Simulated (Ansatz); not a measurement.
In2Si2O7 (space group C2/m)

```
In2Si2O7
1.0
    3.31601    -4.32478     0.00000
    3.31601     4.32478     0.00000
   -1.03639     0.00000     4.61007
In Si O
2 2 7
Cartesian
  3.31601   1.66420   0.00000
  3.31601  -1.66420   0.00000
  1.04567   0.00000   1.88898
  4.54996   0.00000   2.72109
  4.25916  -1.35608   3.60230
  1.33647   1.35608   1.00777
  1.33647  -1.35608   1.00777
  4.25916   1.35608   3.60230
 -0.51819   0.00000   2.30503
  3.73847   0.00000   1.30236
  1.85716   0.00000   3.30770
```

This relaxed cell (volume V₀) is scaled evenly in all directions, its shape held. The atoms relax within the cell's symmetry.

Method: PBEsol (plane waves to 420 eV, PAW, scalar-relativistic; Ansatz, a program for electronic structure). k mesh 5×5×6 (Γ-centred), Fermi-Dirac smearing 0.05 eV. Energies are smeared free energies. Stress and pressure are positive under compression. With the shape held, the modulus is that of even scaling; a crystal free to change shape is softer. In2Si2O7 was relaxed with its symmetry unable to fall. The zero of ΔE is the relaxed starting cell.

```tsv
V (Å³/atom)	ΔE (meV/atom)
10.818	72.9
11.019	withheld
11.219	30.6
11.420	16.7
11.620	7.2
11.820	1.8
12.021	0.0
12.221	1.7
12.421	6.5
12.622	14.1
12.822	24.4
13.022	37.0
13.223	51.9
```

### Question
Fit a third-order Birch-Murnaghan form (E₀, V₀, B₀, B₀′ free) to the given rows and predict ΔE at V = 11.019.

### Answer
Least squares on the 12 given rows: ΔE = E₀ + (9V₀B₀/16)·y²·[2 + (B₀′ − 4)y], y = (V₀/V)^(2/3) − 1, with V₀ = 12.021 Å³/atom, B₀ = 162.4 GPa (160.2 GPa = 1 eV/Å³; the term in eV is multiplied by 1000), B₀′ = 4.06, E₀ = 0.07 meV/atom; root-mean-square residual 0.04 meV/atom. At 11.019 the fit gives 49.1 meV/atom; the calculation gives 49.2 meV/atom, so the interpolation is off by -0.1 (-0.2 %). For the pressure the fit gives 16.9 GPa against the computed 16.9 GPa.

(A scan under strain: stresses follow from slopes of the energy per volume, elastic moduli from its curvatures.)
